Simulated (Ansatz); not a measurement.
CsPbBr$_{3}$ (cubic perovskite, Pm-3m), a = b = c = 5.8664 Å, α = β = γ = 90.00°.

Relaxed with PBEsol. DFT-PBEsol in the program Ansatz with PAW potentials gives a gap of 1.42 eV.

### Question
What gap does HSE06 give on the same cell (Ansatz, PAW)?

### Answer
2.06 eV, 0.64 eV more. The hybrid was solved on a coarser mesh and at special points; its gap is the smallest among all of these.

```
k  v1 PBEsol  c1 PBEsol    v1 HSE06    c1 HSE06
-  ---------  ---------  ----------  ----------
Γ      -2.08       2.86  (withheld)  (withheld)
R       0.00       1.42        0.00        2.06
M      -0.71       1.99  (withheld)  (withheld)
X      -1.46       2.49  (withheld)  (withheld)
```

### Question
Top valence (v1) and lowest conduction level (c1) in eV from each method's valence maximum (which need not be a listed point): supply the withheld HSE06 values.

### Answer

- X, v1 HSE06: -1.72
- X, c1 HSE06: 3.15
- M, v1 HSE06: -0.84
- M, c1 HSE06: 2.63
- Γ, v1 HSE06: -2.62
- Γ, c1 HSE06: 3.59

Cost on shared cores: the PBEsol run (SCF on a 5×5×5 mesh, then bands and DOS) roughly 27 core-seconds, the HSE06 run (SCF on 3×3×3, then a few points) around 110 core-seconds (rough); the tasks are unlike.

This is a known high-temperature phase of the composition, computed here at zero pressure and temperature. The PBEsol relaxation kept the symmetry of its start; whether a distortion lowers the energy is not shown. Spin–orbit coupling is left out wherever it is not named.

Potentials: the later of the program's two PAW sets.
